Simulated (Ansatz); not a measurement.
According to DFT-PBEsol in the program Ansatz with PAW potentials, CuCl in the trigonal phase (P3_121; Cu on 3a, Cl on 3b) relaxes to a = 3.981 Å, c = 8.967 Å. Cu has 2 nearest neighbours from 2.12 Å (linear); Cl has 2 nearest neighbours from 2.12 Å (bent). Against the elements it lies at -0.28 eV/atom, with no fitted shifts.

The Kohn–Sham gap is 2.06 eV (indirect). The valence maximum lies at H and the conduction minimum at Γ. The electron mass is 0.53, 0.88, 0.88 mₑ (principal values). The hole mass is 1.1, 3.0, 3.0 mₑ (principal values). The magnetic state found is non-magnetic (starting moments vanished).

Perturbation theory gives ε∞ = 4.35 (xx = yy), 4.76 (zz). Born charges are Cu +0.76, Cl -0.76 e. Without the LO–TO term the highest mode at Γ lies at 384 cm⁻¹.

The start of the workflow was typed in or built on a structure type; neither database checked (COD, Materials Project) lists it. It is not the phase usual at ambient conditions (space group No. 216). The PBEsol relaxation kept the symmetry of its start; of distortions, only those at the zone centre were tested, and some modes there are weakly imaginary. The workflow began spin-polarised and lost its moments. The references are the lowest solids computed at this level, not always the standard phases (solids in place of the gases).

Potentials: the later of the program's two PAW sets.
